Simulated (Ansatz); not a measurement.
Ti3O: energy along a strain

Ti3O, P6_3/mcm, a = 5.065 Å, c = 4.846 Å. The structure is a Materials Project entry; whether it is the stable form wasn't checked. Ansatz: PBEsol, PAW, 420 eV, Γ-centred 12×12×8 mesh on 8 atoms, Gaussian smearing 0.15 eV; no spin polarisation. Cell vectors (Å): 5.065 0.000 0.000; -2.533 4.387 0.000; 0.000 0.000 4.846. The cell is strained by x per cent times the pattern (1 1 0 0 0 0) in the order xx yy zz yz xz xy (engineering shears), with fractional coordinates held. y is the free energy over the start, V0 = 13.460 Å³/atom. Points with a strain past 8.5 % were computed too (4) and aren't used here.

```
x (%) y (meV/atom)
-7.50        210.88
-3.75         48.32
 0.00          0.00
 3.75             ?
 7.50        155.61
```

Fit y = c2 x² + c3 x³ to the other rows, get the stiffness along the pattern, and predict the missing energy.

Least squares on the rows shown. y = 3.2557 x² − 0.065370 x³. The clamped-ion stiffness p·C·p = 2 × 32.56 eV × 160.2 / 13.460 Å³ = 775 GPa. At x = 3.75 the fit asked for gives 42.34 meV/atom. The run gave 41.82 meV/atom, so the fit is 0.52 meV/atom too high, within the rms miss on the fitted rows (0.54 meV/atom).

Spin polarisation was left out, and a magnetic state may lie lower.

Cost: 9 runs of about 3.3 core-minutes in all, on AMD EPYC 7R43 (Zen 3) (shared hosts).